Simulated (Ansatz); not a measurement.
According to r²SCAN (plane waves, PAW; program Ansatz), NbSiO in the tetragonal phase (P4/nmm; Nb on 2c, Si on 2a, O on 2c) relaxes to a = 3.267 Å, c = 6.894 Å. Against the elements it lies at -1.21 eV/atom, with no fitted shifts.

Electronic character: metallic (no gap). Gap from r²SCAN with spin–orbit coupling: none (metallic). The magnetic state found is non-magnetic (starting moments vanished).

An equation-of-state fit gives a bulk modulus of 203 GPa. Bader charges are Nb +1.66, Si -0.36, O -1.30 e.

The start of the workflow was typed in or built on a structure type; neither database checked (COD, Materials Project) lists it. Whether it is the stable phase at ambient conditions was not checked. The r²SCAN relaxation kept the symmetry of its start; its stability against distortions is not shown here. The workflow began spin-polarised and lost its moments. The references are the lowest solids computed at this level, not always the standard phases (solids in place of the gases). Spin–orbit coupling is left out wherever it is not named.

Potentials: the later of the program's two PAW sets.
